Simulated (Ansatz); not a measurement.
An elastic constant from a strain scan in Ga₃Se

All numbers below come from DFT PBE+D3(BJ), scalar-relativistic, plane waves, PAW (Ansatz 0.2.0). The runs took a 420 eV cutoff, a Γ-centred 12×12×12 mesh and Gaussian smearing (0.15 eV). No spin polarisation. Energies are free energies at this smearing, counted from the undisturbed cell; pressure is positive in compression.

Reference structure (relaxed at this level; it needn't be the usual structure):

```yaml
crystal:
  lattice:
    - [4.32361, 0.00000, 0.00000]
    - [0.00000, 4.32361, 0.00000]
    - [0.00000, 0.00000, 4.32361]
  atoms:
    - { symbol: Ga, position: [0.00000, 0.50000, 0.50000] }
    - { symbol: Ga, position: [0.50000, 0.00000, 0.50000] }
    - { symbol: Ga, position: [0.50000, 0.50000, 0.00000] }
    - { symbol: Se, position: [0.00000, 0.00000, 0.00000] }
```

The cell is strained by ε times the Voigt pattern (0, 0, 0, 0, 0, 1) (xx, yy, zz, yz, xz, xy; engineering shear) with fractional coordinates fixed. The cell holds 4 atoms in V0 = 80.82 Å³. The stress column is τ = (1/V0) dE/dε, got from the stress tensor σ (compression positive) at each point as −det(1 + εP) σ : P(1 + εP)⁻¹, with P the pattern as a tensor.

| ε | ΔE (meV/atom) | τ (GPa) |
| --- | --- | --- |
| -0.0525 | 1.184 | -0.493 |
| -0.0450 | 0.770 | -0.381 |
| -0.0300 | 0.248 | -0.179 |
| -0.0150 | 0.043 | -0.053 |
| 0.0000 | 0.000 | 0.000 |
| 0.0150 | 0.043 | 0.053 |
| 0.0300 | 0.248 | 0.179 |
| 0.0450 | 0.770 | 0.381 |
| 0.0525 | 1.184 | 0.493 |
| 0.0600 | ? | ? |

Question: Which combination of elastic constants does this scan measure, and how large is it?

Answer: For small ε, τ = τ0 + Kε with K = pᵀCp, which for this pattern is C44 in the cubic axes. The parabola through τ at ε = -0.0150, 0 and 0.0150 has slope K = 3.5 GPa at zero. The energies per cell, E = NΔE, of the wider pair ε = ±0.0300 give K = 2[E(ε₊)/ε₊ − E(ε₋)/ε₋]/[(ε₊ − ε₋)V0] = 4.4 GPa; energies this small carry numerical noise (the number of plane waves changes with the cell), and higher-order terms add over long steps.

Question: Predict the withheld row at ε = 0.0600 from the harmonic law, and compare.

Answer: ΔE = V0(τ0 ε + Kε²/2)/N = 0.804 meV/atom and τ = 0.21 GPa. The calculation gives 1.703 meV/atom and 0.60 GPa: the energy lies 0.90 meV/atom above the harmonic value.

In a metal these slopes depend on the k mesh and the smearing.